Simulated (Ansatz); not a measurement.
V (hcp type), DFT, LDA, norm-conserving pseudopotentials, Ansatz's default files, scalar-relativistic (Ansatz 0.2.0), on 1 thread of Intel(R) Xeon(R) 6975P-C (Granite Rapids) (shared host).

Command: `ansatz run input.yaml --threads 1 --pin off --max-ram 2048MiB --backend cpu --events-out ev --progress --plain --runs-dir out`

```yaml
crystal:
  lattice:
    - [1.9333686597, 0.0, 0.0]
    - [-0.9666843298, 1.6743463742, 0.0]
    - [0.0, 0.0, 3.4264792873]
  atoms:
    - { symbol: V, position: [0.3333333333, 0.6666666667, 0.25] }
    - { symbol: V, position: [0.6666666667, 0.3333333333, 0.75] }
kpoints:
  mp_grid: { grid: [18, 18, 10] }
scf:
  occupations: { method: fermi_dirac, width: 0.08 }
hamiltonian:
  xc: lda
  pseudopotentials: { kind: nc }
output:
  forces: true
  stress: true
  eigenvalues: true
```

(1) How large is the problem that the program sets up?

(2) About how long does it take?

Results:

(1) 222 irreducible k-points, 991 plane waves at Γ, 17 bands.

(2) 3.5 s of wall time for 6 SCF iterations. Times on shared machines scatter by tens of per cent.
